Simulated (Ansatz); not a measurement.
AgB$_{2}$: enthalpy against pressure

AgB$_{2}$, P6/mmm, a = 3.013 Å, c = 4.065 Å. The structure is a COD entry; whether it is the stable form wasn't checked. Ansatz: r2SCAN, PAW, 500 eV, Γ-centred 18×18×10 mesh on 3 atoms, Gaussian smearing 0.10 eV; no spin polarisation. Cell and atoms are relaxed at each pressure, and no other structure is tried, so the rows at high pressure may lie past a change of phase. y is the enthalpy over the state at zero pressure; there V0 = 10.652 Å³/atom. The pressures are the targets, met within 0.07 GPa.

| P (GPa) | y (eV/atom) |
| --- | --- |
| -3.0 | -0.2016 |
| 0.0 | 0.0000 |
| 3.0 | 0.1974 |
| 8.0 | 0.5183 |
| 15.0 | ? |
| 30.0 | 1.8400 |
| 60.0 | 3.4780 |

Question: Fit y = c1 P + c2 P² + c3 P³ to the other rows, say what c1 and c2 mean, and predict the missing value.

Answer: Least squares on the rows shown. y = 0.066358 P − 0.00019530 P² + 9.2409×10⁻⁷ P³. Since dH/dP = V, c1 is V0: 0.066358 eV/GPa × 160.2 = 10.631 Å³ against 10.652; c2 = −V0/(2B0) gives B0 = 170 GPa, where a Birch–Murnaghan fit to the volumes of the same runs (not shown) gives 144 GPa: a cubic over this range folds the higher terms into c2. At P = 15.0 the fit asked for gives 0.9545 eV/atom. The run gave 0.9530 eV/atom, so the fit is 0.0015 eV/atom too high, 0.041 % of the span of the series, against an rms of 0.0004 eV/atom on the fitted rows. With a term in P⁴ added, a fit to the same known rows predicts 0.9528 eV/atom, so most of the miss is curvature that the known rows already hold.

The mesh isn't the same in all rows (18×18×10, 18×18×12).